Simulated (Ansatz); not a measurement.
GaNi$_{3}$N:
```cif
data_GaNNi3
_chemical_formula_sum 'Ga1 N1 Ni3'
_space_group_name_H-M_alt 'P 1'
_space_group_IT_number 1
_cell_length_a 3.73030
_cell_length_b 3.73030
_cell_length_c 3.73030
_cell_angle_alpha 90.000
_cell_angle_beta 90.000
_cell_angle_gamma 90.000
loop_
_space_group_symop_operation_xyz
  'x, y, z'
loop_
_atom_site_label
_atom_site_type_symbol
_atom_site_fract_x
_atom_site_fract_y
_atom_site_fract_z
_atom_site_occupancy
Ga1 Ga 0.00000 0.00000 0.00000 1
N1 N 0.50000 0.50000 0.50000 1
Ni1 Ni 0.00000 0.50000 0.50000 1
Ni2 Ni 0.50000 0.50000 0.00000 1
Ni3 Ni 0.50000 0.00000 0.50000 1
```

This is the PBEsol-relaxed structure.

Task: All from PBEsol (plane waves, PAW; program Ansatz), unless another level is named. Give the Young's modulus.

Result: 189 GPa.

Task: Give the elastic constants (relaxed ions, GPa).

Result: C11 = 368, C12 = 146, C44 = 50.7.

Space group Pm-3m (anti-perovskite). A made-up cell: these elements were put on the sites of a structure type; neither database checked (COD, Materials Project) lists it. Its standing as an ambient phase is unchecked. The PBEsol relaxation kept the symmetry of its start; phonons show weakly imaginary modes. The workflow began spin-polarised and lost its moments. As this level gives no gap, shear constants depend on the k-mesh and smearing (Fermi–Dirac, 0.1 eV here).

Potentials: the later of the program's two PAW sets.
